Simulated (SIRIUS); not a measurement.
SIRIUS run on Si₂W (I4/mmm, 6 atoms in the cell; from Materials Project mp-1620, lattice scaled a little): self-consistent single point.

Level of theory: PBE, PseudoDojo 0.5 standard norm-conserving PBE (tails mended) pseudopotentials (plane waves; SIRIUS).

```yaml
crystal:
  lattice:
    - [3.23370, 0.00000, 0.00000]
    - [0.00000, 3.23370, 0.00000]
    - [0.00000, 0.00000, 7.84809]
  atoms:
    - { symbol: Si, position: [0.00000, 0.00000, 0.33499] }
    - { symbol: Si, position: [0.50000, 0.50000, 0.16501] }
    - { symbol: Si, position: [0.50000, 0.50000, 0.83499] }
    - { symbol: Si, position: [0.00000, 0.00000, 0.66501] }
    - { symbol: W, position: [0.00000, 0.00000, 0.00000] }
    - { symbol: W, position: [0.50000, 0.50000, 0.50000] }
```

Reference input (self-consistent single point, DFT, PBE, plane waves, PseudoDojo 0.5 standard norm-conserving PBE (tails mended) pseudopotentials): parameters.ngridk = 12 12 5; parameters.xc_functionals = [XC_GGA_X_PBE, XC_GGA_C_PBE]; parameters.gk_cutoff = 8.602 1/bohr; parameters.pw_cutoff = 17.205 1/bohr; parameters.smearing = fermi_dirac; parameters.smearing_width = 0.00183747 Ha; potentials = PseudoDojo 0.5 standard norm-conserving PBE (tails mended) pseudopotentials; parameters.electronic_structure_method = pseudopotential; parameters.num_bands = 26; parameters.num_mag_dims = 0; parameters.num_dft_iter = 100; parameters.energy_tol = 1e-07 Ha. This run's input differs from it in these lines:

```diff
@@ -16,3 +16,3 @@
     "pw_cutoff": 17.205,
-    "ngridk": [12, 12, 5],
+    "ngridk": [3, 3, 1],
     "smearing": "fermi_dirac",
```

Output, abridged:

```
[find] density tolerance         : 1e-06
[find] total energy tolerance    : 1e-07
[find] iter_solver_tol (initial) : 0.01
[find] iter_solver_tol (target)  : 1e-13
[find] num_dft_iter              : 100
Charges and magnetic moments
--------------------------------------------------------------------------------
total charge          : 44.000000
[find] | SCF iteration   0 out of 100|
[diagonalize] iterative solver tolerance (occupied, empty): 0.01 0.01
[diagonalize] average number of iterations: 2.33333
[find] Charges and magnetic moments
[find] total charge          : 44.000000
[find] Energy
   [... lines left out ...]

[find] Charges and magnetic moments
[find] total charge          : 44.000000
[find] Energy
[find] smearing (-TS)                 :      -0.00001314
[find] Total energy                   :    -168.67966653 (Ha),    -337.35933306 (Ry)
[find] Free energy (E-TS)             :    -168.67967967 (Ha),    -337.35935935 (Ry)
[find] band gap (eV)                  :       0.69123439
[find] Efermi                         :       0.61343773
[find] iteration : 27, RMS (target) : 9.1852e-07 (1.0000e-06) , energy difference (target) : 4.3207e-10 (1.0000e-07)
[find] bands are converged : true
[find] iterative solver converged : false
[find] converged after 28 SCF iterations!
[find] Charges and magnetic moments
[find] total charge          : 44.000000
[find] Energy
[find] smearing (-TS)                 :      -0.00001314
[find] Total energy                   :    -168.67966653 (Ha),    -337.35933306 (Ry)
[find] Free energy (E-TS)             :    -168.67967967 (Ha),    -337.35935935 (Ry)
[find] band gap (eV)                  :       0.69123439
[find] Efermi                         :       0.61343773
[ground_state] === stress tensor components [kbar] ===
[ground_state] === stress_total ===
[ground_state]   -41.943385    0.000000    0.000000
[ground_state]     0.000000  -41.943385   -0.000000
[ground_state]     0.000000   -0.000000   -7.730414
[ground_state] ==== total Forces in Ha/bohr =====
[ground_state] atom:    0, force:       0.0000000     -0.0000000     -0.0042127
[ground_state] atom:    1, force:       0.0000000      0.0000000      0.0042127
[ground_state] atom:    2, force:       0.0000000     -0.0000000     -0.0042127
[ground_state] atom:    3, force:       0.0000000      0.0000000      0.0042127
[ground_state] atom:    4, force:       0.0000000      0.0000000      0.0000000
[ground_state] atom:    5, force:       0.0000000      0.0000000      0.0000000
```

The run converged in 28 iterations. SIRIUS prints the stress tensor with tension positive. Against the reference run the free energy goes up by 116 meV/atom, the pressure goes from 0.11 to 3.05 GPa and the largest force goes from 0.065 to 0.217 eV/Å.

Spin-orbit coupling is left out, which matters for bands and gaps with elements this heavy. This run is one point of a test of settings, so its values need not be converged; read them against the reference run alone. The structure comes from a collection of computed structures, made at another level of theory; the collection holds predicted forms beside known ones. Its lattice was then scaled.

Cost on one core: about 17 core-seconds (a rough figure).

The gap that the log prints is read on the run's mesh, which can miss the band edges or a crossing.

“Tails mended”: in these copies of the files the far tail of each local potential was reset to the Coulomb form.
